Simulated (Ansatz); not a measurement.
CaIrO3:
```
CELL_PARAMETERS angstrom
      1.58806    -4.87312     0.00000
      1.58806     4.87312     0.00000
      0.00000     0.00000     7.27375
ATOMIC_POSITIONS crystal
  Ca 0.24847 0.75153 0.75000
  Ca 0.75153 0.24847 0.25000
  Ir 0.00000 0.00000 0.50000
  Ir 0.00000 0.00000 0.00000
  O  0.92472 0.07528 0.75000
  O  0.07528 0.92472 0.25000
  O  0.62655 0.37345 0.95087
  O  0.37345 0.62655 0.45087
  O  0.37345 0.62655 0.04913
  O  0.62655 0.37345 0.54913
```

Relaxed with r²SCAN.

Q: Map the valence electron density (e/Å³), cut off at 3 on the plane through (0.248, 0.752, 0.750) spanned by u = [0, 0, 1] and v = [1, -1, 0] in lattice vectors, from DFT-r²SCAN in the program Ansatz with PAW potentials.

A: x is the fraction of u, y of v (the angle between them is 90°; rows are the nearest grid lines); atoms in the plane: Ca at (0.00, 0.00), Ca at (0.50, 0.50), Ir at (0.75, 0.75), Ir at (0.25, 0.75), O at (0.00, 0.68), O at (0.50, 0.83), O at (0.20, 0.38), O at (0.70, 0.12), O at (0.30, 0.12), O at (0.80, 0.38).
```
|9998300000000000000000000000000038999|
|9984100000000000000000000000000014899|
|5421000000000000011100000000000001245|
|0000000011100012599952100011100000000|
|0000123699963236999996323699963210000|
|1111259999999423589853249999999521111|
|3322259999999521223221259999999522233|
|9995336999998310000000138999996335999|
|9994211222221000000000001222221124999|
|3211000000000000011100000000000001123|
|1000000000000001355531000000000000001|
|0000000000000027999997200000000000000|
|0000001110000026999996200000111000000|
|0001259997310001234321000137999521000|
|0001499999621000001000001269999941000|
|0001399999520000000000000259999931000|
|0000012222100000000000000012222100000|
|0000000000000000000000000000000000000|
|0000000001111000000000001111000000000|
|0000000136998420000000248996310000000|
|0000001289999951000001599999821000000|
|5421000136998421000001248996310001245|
|9974100012332110000000112332100014799|
|9998300000000000000000000000000038999|
```
Scale: ten equal steps from 0.033 (start of '0') to 3.00 (end of '9'), in the order '0123456789'; x runs from 0.000 to 1.00, y from 0.000 (bottom) to 1.00 (top).

The density is the valence pseudo-density with augmentation charge, so density and ELF within about 1 Å of a nucleus are not all-electron values.

Space group Cmcm. The workflow started from an entry of the Crystallography Open Database (COD, 298 K). Whether it is the stable phase at ambient conditions was not checked. The cell was relaxed with r²SCAN under the symmetry of its start; whether a distortion lowers the energy is not shown. No spin polarisation was allowed. Scalar-relativistic: spin–orbit coupling is off unless named, which matters more the heavier the elements.

Potentials: the later of the program's two PAW sets.
